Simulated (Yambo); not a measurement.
G0W0@PBEsol for ZnS (zinc blende, space group F-43m, No. 216) in Yambo. Reference settings: 4×4×4 Γ-centred k mesh, bands 5 to 151 and a 14 Ry block in the screening, 151 bands in G with the Bruneval-Gonze terminator, plasmon pole fitted at 27.2 eV. The PBEsol gap Γ → Γ on this mesh is 2.09 eV; G0W0 gaps are taken between the same points.

With and without the terminator, as bands are cut:

| bands in G (in W) | gap, terminator (eV) | gap, none (eV) | valence shift, terminator (eV) | valence shift, none (eV) |
|---|---|---|---|---|
| 32 (32) | 3.540 | 3.468 | -0.773 | -0.440 |
| 54 (54) | 3.473 | 3.392 | -0.931 | -0.696 |
| 82 (82) | 3.444 | 3.374 | -1.011 | -0.847 |
| 116 (116) | 3.439 | 3.381 | -1.072 | -0.953 |
| 151 (151) | 3.430 | 3.384 | -1.102 | -1.013 |

Over this range the gap spans 0.110 eV with the terminator and 0.094 eV without, the valence shift 0.329 eV and 0.573 eV. Neither column has reached its limit for certain.

Geometry relaxed with PBEsol; primitive cell a = b = c = 3.787 Å, α = β = γ = 60.00°.

A shift is the quasiparticle energy of the state minus its PBEsol energy.
